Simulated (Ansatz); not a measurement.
CuI:
Space group F-43m (No. 216); a = 5.8612 Å, b = 5.8612 Å, c = 5.8612 Å, α = 90.00°, β = 90.00°, γ = 90.00°

```
atom  site  symmetry       x       y       z
----  ----  --------  ------  ------  ------
Cu      4c      -43m  0.2500  0.2500  0.2500
I       4a      -43m  0.0000  0.0000  0.0000
```
(The calculation used a cell of 2 atoms; values per cell refer to that cell.)

Relaxed with LDA.

Problem. Decompose the optical modes at the zone centre into irreducible representations, and say which are infrared and Raman allowed.

Solution. Point group -43m: Γ_opt = T2. Infrared: T2. Raman: T2.

Problem. Assign frequencies (DFPT, DFT-LDA in the program Ansatz with PAW potentials; without the LO–TO term).

Solution. T2 155 cm⁻¹.

The cell was relaxed with LDA under the symmetry of its start. The run is not spin-polarised. Scalar-relativistic: spin–orbit coupling is off unless named, which matters more the heavier the elements.

Potentials: the earlier of the program's two PAW sets. The files were generated under PBE; for other functionals the program regenerates the frozen cores, and for LDA and PBEsol the local potential too.
